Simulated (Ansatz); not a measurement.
Here is the system:

SrNbO₃:
```
SrNbO3
1.0
    4.01788     0.00000     0.00000
    0.00000     4.01788     0.00000
    0.00000     0.00000     4.01788
Sr Nb O
1 1 3
Cartesian
  2.00894   2.00894   2.00894
  0.00000   0.00000   0.00000
  0.00000   2.00894   0.00000
  2.00894   0.00000   0.00000
  0.00000   0.00000   2.00894
```

This is the PBEsol-relaxed structure.

Task: All from PBEsol (plane waves, PAW; program Ansatz), unless another level is named. Estimate the electronic character.

Result: metallic (no gap).

Task: What about the formation energy from the elements (no fitted shifts)?

Result: -2.89 eV/atom.

Task: Give the density of states at the Fermi level.

Result: 0.23 states/eV per atom (mean over ±0.08 eV).

Task: Give the gap with spin–orbit coupling.

Result: none (metallic).

Space group Pm-3m (cubic perovskite). The workflow started from a Materials Project entry (that database holds measured and hypothetical structures alike); the Crystallography Open Database copy checked does not list it. COD files the formula under space group No. 62. Its standing as an ambient phase is unchecked. The PBEsol relaxation kept the symmetry of its start; its stability against distortions is not shown here. The run is not spin-polarised. With an odd number of electrons in the cell and no spin polarisation, the count alone makes it a metal. The references are the lowest solids computed at this level, not always the standard phases (solids in place of the gases). Spin–orbit coupling is left out wherever it is not named.

Potentials: the later of the program's two PAW sets.
